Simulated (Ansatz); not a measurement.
KMgF$_{3}$ (cubic perovskite) was relaxed and computed twice in Ansatz (plane waves, PAW), once with HSE06 and once with r²SCAN.

```json
[
 {"": "cell", "run 1": "a = 4.005 Å, b = 4.005 Å, c = 4.005 Å, α = 90.00°, β = 90.00°, γ = 90.00°", "run 2": "a = b = c = 3.981 Å, α = β = γ = 90.00°"},
 {"": "gap (eV)", "run 1": "9.46", "run 2": "8.30"},
 {"": "B₀ by P(V) fit (GPa)", "run 1": "73.0", "run 2": "78.0"}
]
```

Problem. Which run used which functional?

Solution. Run 1 is HSE06, run 2 is r²SCAN.

All cells were relaxed under the symmetry of their starts (and spin orders); stability against distortions was not tested throughout.

Potentials: the later of the program's two PAW sets.

Ansatz (a program for electronic structure) is a plane-wave DFT program.
